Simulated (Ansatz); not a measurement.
**Sn$_{2}$O: phonons across the zone**

All numbers below come from DFT PBE, scalar-relativistic, plane waves, PAW in Ansatz. Cutoff 420 eV, 8×8×8 k-points (Γ-centred), Fermi-Dirac smearing of 0.15 eV. No spin polarisation. Phonons by linear response, acoustic sum rule imposed.

Equilibrium structure at this level:
```
CELL_PARAMETERS angstrom
5.20532 0.00000 0.00000
0.00000 5.20532 0.00000
0.00000 0.00000 5.20532
ATOMIC_POSITIONS crystal
Sn 0.25000 0.25000 0.25000
Sn 0.75000 0.75000 0.25000
Sn 0.25000 0.75000 0.75000
Sn 0.75000 0.25000 0.75000
O 0.00000 0.00000 0.00000
O 0.50000 0.50000 0.50000
```

The cell was built by swapping an element in a database structure (itself possibly hypothetical) and relaxing; it need not be the stable form of this composition. In a metal, frequencies and elastic constants depend on the k mesh and the smearing, soft modes and shear constants most. Some empty bands missed the eigensolver's threshold. Spin–orbit coupling is left out, which matters for heavy elements. A semilocal functional can close a gap that the real compound has.

Force constants from linear response on a 2×2×2 q mesh.

Path: Γ–X–M–Γ–R–X | R–M. Distance along the path (Å⁻¹), then the branches (cm⁻¹, negative for imaginary):
```
0.000  -30 -30 -30 0 0 0 19 19 19 56 56 142 142 142 210 289 289 289
0.151  -30 -30 -27 4 4 16 24 24 55 55 58 140 140 160 206 292 292 293
0.302  -30 -30 -19 9 9 26 33 33 50 51 96 136 136 194 206 299 299 300
0.453  -32 -32 14 14 15 34 41 41 42 46 126 132 132 175 254 301 306 306
0.604  -32 -32 16 16 31 31 40 40 43 43 131 131 152 152 287 287 309 309
0.754  -29 -29 11 11 30 30 40 40 54 54 135 135 154 154 277 277 316 316
0.905  -24 -24 -13 -13 33 33 39 39 66 66 142 142 163 163 263 263 323 323
1.056  -26 -26 -12 -12 36 36 39 39 71 71 143 143 172 172 259 259 326 326
1.207  -28 -28 -7 -7 36 36 39 39 72 72 144 144 174 174 260 260 326 326
1.421  -28 -19 -17 -10 30 38 38 40 69 71 135 150 169 174 243 270 325 325
1.634  -29 -25 -10 8 8 32 42 48 56 66 109 144 168 181 206 287 313 316
1.847  -30 -29 -25 -5 6 21 30 47 53 54 67 139 150 164 201 292 296 298
2.061  -30 -30 -30 0 0 0 19 19 19 56 56 142 142 142 210 289 289 289
2.322  -32 -25 -25 4 4 24 48 48 53 53 76 149 149 168 198 292 301 301
2.583  -35 -22 -22 20 20 36 42 42 68 68 111 164 164 175 211 295 319 319
2.845  -38 -33 -33 33 33 38 38 41 71 71 90 174 174 183 199 315 327 327
3.106  -39 -39 -39 37 37 37 38 38 70 70 70 178 178 178 191 329 329 329
3.319  -38 -36 -35 34 36 37 38 40 70 71 84 174 177 186 193 319 327 328
3.533  -34 -25 -22 21 31 35 39 41 69 70 114 160 166 180 224 295 322 329
3.746  -32 -22 2 10 27 32 39 40 58 62 140 141 142 166 260 284 313 323
3.959  -32 -32 16 16 31 31 40 40 43 43 131 131 152 152 287 287 309 309
4.035  -39 -39 -39 37 37 37 38 38 70 70 72 178 178 180 191 327 329 329
4.186  -36 -36 -36 34 37 37 38 40 71 71 86 177 177 185 193 317 328 328
4.337  -32 -32 -30 28 36 36 38 41 71 71 108 172 175 175 216 299 327 327
4.488  -29 -29 -18 15 36 36 39 40 72 72 132 154 174 174 245 274 326 326
```

Cost: 1 run of about 18 core-minutes, on Arm Neoverse V2 (shared hosts).